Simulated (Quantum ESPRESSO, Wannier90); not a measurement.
**TlI (CsCl type): Wannier90 run**

```
CELL_PARAMETERS angstrom
      4.23821     0.00000     0.00000
      0.00000     4.23821     0.00000
      0.00000     0.00000     4.23821
ATOMIC_POSITIONS crystal
  Tl 0.00000 0.00000 0.00000
  I  0.50000 0.50000 0.50000
```

Structure: Materials Project mp-23197, symmetrised, not relaxed again. COD (Crystallography Open Database) has the formula in 2 space groups, this one among them (matched by group alone). Level: PBEsol, spinors with spin-orbit coupling; pw.x of Quantum ESPRESSO at 56 Ry with PseudoDojo potentials, 6×6×6 k-points, Wannier90. Density: 8×8×8 mesh, Gaussian smearing 0.01 Ry.

Base run: 14 functions from bands 13-40 of the 40 computed, start hydrogen-like Tl: s;p; I: p, centres 0.05 Å off the atoms, frozen window up to 2.29 eV relative to the valence-band maximum, outer window open. One thing is changed at a time; window edges are relative to the valence-band maximum. The misfit compares interpolated bands with pw.x on a high-symmetry path, for states up to 1.8 eV relative to the valence-band maximum. Converged means that the tolerances were met: symmetric starts can stop on a saddle, which shows as a larger Ω_OD at equal Ω_I and can move the misfit too.

```
setting                   functions  frozen to (eV)  Ω_I (Å²)  Ω_D (Å²)  Ω_OD (Å²)  rms misfit (meV)  worst (meV)                               ended
------------------------  ---------  --------------  --------  --------  ---------  ----------------  -----------  ----------------------------------
base                             14            2.29     27.87      0.00       3.91               9.1           72                           converged
frozen window to 1.79 eV         14            1.79     27.75      0.00       3.91               7.9           63                           converged
frozen window to 6.29 eV         14            6.29         –         –          –                 –            –       stops: too many frozen states
frozen window to 0.29 eV         14            0.29     27.38      0.00       3.88               112          587                           converged
no frozen window                 14            none     25.74      0.00       4.10               323          922                           converged
outer window to 5.02 eV          14            2.29         –         –          –                 –            –  stops: too few bands in the window
outer window to 8.02 eV          14            2.29     34.23      0.00       4.46               4.2           28                           converged
```
